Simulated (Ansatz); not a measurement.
NiTe (NiAs type)

```xyz
4
Lattice="3.9729 0.0000 0.0000 -1.9865 3.4406 0.0000 0.0000 0.0000 5.1754" Properties=species:S:1:pos:R:3 pbc="T T T"
Ni     0.0000     0.0000     0.0000
Ni     0.0000     0.0000     2.5877
Te     0.0000     2.2938     1.2938
Te     1.9865     1.1469     3.8815
```

Two coordinates are scanned: the volume, and the ratio of the stretch along z (the conventional c axis) to the stretch across it. Atoms keep their fractional coordinates.

The numbers are results of PBEsol (plane waves to 420 eV, PAW, scalar-relativistic; Ansatz, a first-principles code), not measurements. k mesh 14×14×9 (Γ-centred), Fermi-Dirac smearing 0.05 eV. Compression counts positive. With partly filled bands, the response to shear is sensitive to the k mesh, so small differences along c/a are uncertain. NiTe is run without spin polarisation. NiTe was relaxed with its symmetry unable to fall. Spin-orbit coupling is left out, though Te is heavy. The last digit holds for this mesh only.

Changes of σxx (GPa) from the point V/V₀ = 1.000, (c/a)/(c/a)₀ = 1.000 when one coordinate moves alone (two changes are said to add if the coupling is within 5 % of the smaller one, nearly so within 20 %):

```json
[
 {"point": "V/V₀ = 1.000, (c/a)/(c/a)₀ = 0.880", "change": "-4.50"},
 {"point": "V/V₀ = 1.000, (c/a)/(c/a)₀ = 0.940", "change": "-2.29"},
 {"point": "V/V₀ = 0.920, (c/a)/(c/a)₀ = 1.000", "change": "12.40"},
 {"point": "V/V₀ = 0.960, (c/a)/(c/a)₀ = 1.000", "change": "5.48"},
 {"point": "V/V₀ = 1.040, (c/a)/(c/a)₀ = 1.000", "change": "-4.33"},
 {"point": "V/V₀ = 1.080, (c/a)/(c/a)₀ = 1.000", "change": "-7.75"},
 {"point": "V/V₀ = 1.000, (c/a)/(c/a)₀ = 1.060", "change": "2.27"},
 {"point": "V/V₀ = 1.000, (c/a)/(c/a)₀ = 1.120", "change": "4.25"}
]
```

### Question
Do the two effects add at V/V₀ = 1.080, (c/a)/(c/a)₀ = 1.120? Give the computed change.

### Answer
The sum of the single changes is -7.75 + (4.25) = -3.50; the calculation gives -4.16, so the coupling contributes -0.66 (under 20 % of the smaller single change, nearly additive).

### Question
Do the two effects add at V/V₀ = 1.080, (c/a)/(c/a)₀ = 0.940? Give the computed change.

### Answer
The sum of the single changes is -7.75 + (-2.29) = -10.04; the calculation gives -9.59, so the coupling contributes 0.45 (under 20 % of the smaller single change, nearly additive).

### Question
Do the two effects add at V/V₀ = 1.040, (c/a)/(c/a)₀ = 0.940? Give the computed change.

### Answer
The sum of the single changes is -4.33 + (-2.29) = -6.62; the calculation gives -6.38, so the coupling contributes 0.24 (under 20 % of the smaller single change, nearly additive).

(A scan under strain: stresses follow from slopes of the energy per volume, elastic moduli from its curvatures.)
